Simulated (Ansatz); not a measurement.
A geometry of Rh away from equilibrium: step 3 of the relaxation of a relaxed Rh cell, doubled along one cell vector, shaken by Gaussian noise of σ = 0.08 Å a coordinate. These are r2SCAN (plane waves to 500 eV, PAW, scalar-relativistic; Ansatz, an electronic-structure program) values and carry that method's errors. Γ-centred k-mesh 12×6×4 on the run's cell (coarser than for final values), Fermi–Dirac smearing 0.05 eV.

```xyz
8
Lattice="2.6039 0.0197 0.0041 0.0395 5.1860 0.0485 0.0139 0.0828 8.8478" Properties=species:S:1:pos:R:3:forces:R:3 pbc="T T T" free_energy=-51318.813 pressure_GPa=0.3
Rh     0.1949     1.0611     0.0560    0.4784   -0.2700   -0.1397
Rh    -0.1603     3.6275     0.0347   -0.1785   -0.1033    0.0375
Rh     1.2664     0.1394     4.4420    0.0447   -0.0669    0.0002
Rh     1.2974     2.7141     4.4802   -0.0869    0.2042   -0.2367
Rh     1.4878     1.4209     2.2418    0.3143    0.2429    0.1707
Rh     1.2008     4.0296     2.2420   -0.4667   -0.0852    0.1070
Rh     1.5619     1.3912     6.6749    0.1889   -0.1090    0.0444
Rh     1.1605     3.9718     6.6886   -0.2943    0.1874    0.0168
```

Positions in Å, forces in eV/Å, free energy of the cell in eV (comparable only within this code, potentials and settings). Largest force: 0.57 eV/Å, on Rh1 (atoms numbered as listed); the geometry lies 0.45 eV/atom above the end of its relaxation.

No spin polarisation in the result.

The end of the path is a generated cell of Rh: the first start was made by a random draw of sites in a space group, and the end was not matched to a known phase here, so it may be hypothetical. Known forms of Rh include space group No. 225.
